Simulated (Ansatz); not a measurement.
# Electric field gradients in SiMo3 at a changed volume

The cell is an entry of the Crystallography Open Database (COD), relaxed with PBE at fixed cell and then changed (volume scaled by 0.96, ions relaxed).

```cif
data_SiMo3
_symmetry_space_group_name_H-M 'Pm-3n'
_symmetry_Int_Tables_number 223
_cell_length_a 4.8269
_cell_length_b 4.8269
_cell_length_c 4.8269
_cell_angle_alpha 90.000
_cell_angle_beta 90.000
_cell_angle_gamma 90.000
loop_
_atom_site_label
_atom_site_type_symbol
_atom_site_symmetry_multiplicity
_atom_site_Wyckoff_symbol
_atom_site_fract_x
_atom_site_fract_y
_atom_site_fract_z
Si Si 2 a 0.0000 0.0000 0.0000
Mo Mo 6 c 0.2500 0.0000 0.5000
```

One atom of each set is listed.

All values are calculated (Ansatz; DFT, PBE, plane waves and PAW, scalar-relativistic, 420 eV cutoff, Γ-centred 10×10×10 k-points, Fermi–Dirac smearing 0.05 eV), not measured.

V_zz is the principal component of the electric field gradient with the largest magnitude, η = (V_xx − V_yy)/V_zz and C_Q = eQV_zz/h. ν_Q = 3|C_Q|/[2I(2I − 1)].

Mo-95: I = 5/2, Q = -22.00 mb. Nuclear quadrupole moments: year-2017 set (Pyykkö).

(1) Which values are expected at the nuclei?

## Answers

(1) 

```
site  atoms                           first shell  C_Q (MHz)     η  ν_Q (MHz)
  Mo      6  10 Mo at 2.41–2.96 Å, 4 Si at 2.70 Å      -2.95  0.00      0.442
```

An axis of threefold or higher order runs through Mo, so V_zz lies along it and η is zero.

Si has no stable isotope with a ground-state quadrupole moment in the table, so these sites are left out.

With no gap above 0.1 eV, as in a metal, the gradients converge slowly in k; expect changes of a tenth or more on a denser mesh. Without spin–orbit coupling (the program notes it for Mo) the gradients can shift somewhat, as the gap is small. At this changed cell the PBE pressure is 13 GPa.

The relaxation (1 step) took 17 s of wall time (16 s of CPU time) and 0.6 GiB at its peak, on 1 thread of Intel Xeon 6975P-C (Granite Rapids) (x86_64; 16 cores open to the job, memory cap 3.0 GiB, no GPU), a shared host with a load of 0.5 a core.
